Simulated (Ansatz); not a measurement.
Ga:
```cif
data_Ga8
_chemical_formula_sum 'Ga8'
_space_group_name_H-M_alt 'Cmce'
_space_group_IT_number 64
_space_group_name_Hall '-C 2ac 2'
_cell_length_a 4.47854
_cell_length_b 7.59552
_cell_length_c 4.48584
_cell_angle_alpha 90.000
_cell_angle_beta 90.000
_cell_angle_gamma 90.000
loop_
_space_group_symop_operation_xyz
  'x, y, z'
  '-x, -y, -z'
  '-x+1/2, -y, z+1/2'
  'x+1/2, y, -z+1/2'
  'x, -y, -z'
  '-x, y, z'
  '-x+1/2, y, -z+1/2'
  'x+1/2, -y, z+1/2'
  'x+1/2, y+1/2, z'
  '-x+1/2, -y+1/2, -z'
  '-x, -y+1/2, z+1/2'
  'x, y+1/2, -z+1/2'
  'x+1/2, -y+1/2, -z'
  '-x+1/2, y+1/2, z'
  '-x, y+1/2, -z+1/2'
  'x, -y+1/2, z+1/2'
loop_
_atom_site_label
_atom_site_type_symbol
_atom_site_symmetry_multiplicity
_atom_site_Wyckoff_symbol
_atom_site_fract_x
_atom_site_fract_y
_atom_site_fract_z
_atom_site_occupancy
Ga1 Ga 8 f 0.00000 0.34405 0.41664 1
```
(The calculation used a cell of 4 atoms; values per cell refer to that cell.)

Relaxed at zero pressure with DFT-PBEsol in the program Ansatz with PAW potentials.

Task: The volume is lowered by 9 % and shape and atoms relax at that volume. What pressure results, and how do the axes share the change?

Result: 7.2 GPa; a -3.7 %, b -2.7 %, c -2.9 %; the energy rises by 35 meV/atom.

Task: Give the new structure.

Result: 
Space group Cmce (No. 64); a = 4.3137 Å, b = 7.3939 Å, c = 4.3536 Å, α = β = γ = 90.00°

| atom | site | symmetry | x | y | z |
|---|---|---|---|---|---|
| Ga | 8f | m.. | 0.0000 | 0.3449 | 0.4167 |

The phase is kept; no other phase was compared at this pressure.

The PBEsol relaxation kept the symmetry of its start; of distortions, only those at the zone centre were tested. Axis ratios of metals converge slowly with the k-mesh, so a and c are less sure than the volume.

Potentials: the later of the program's two PAW sets.
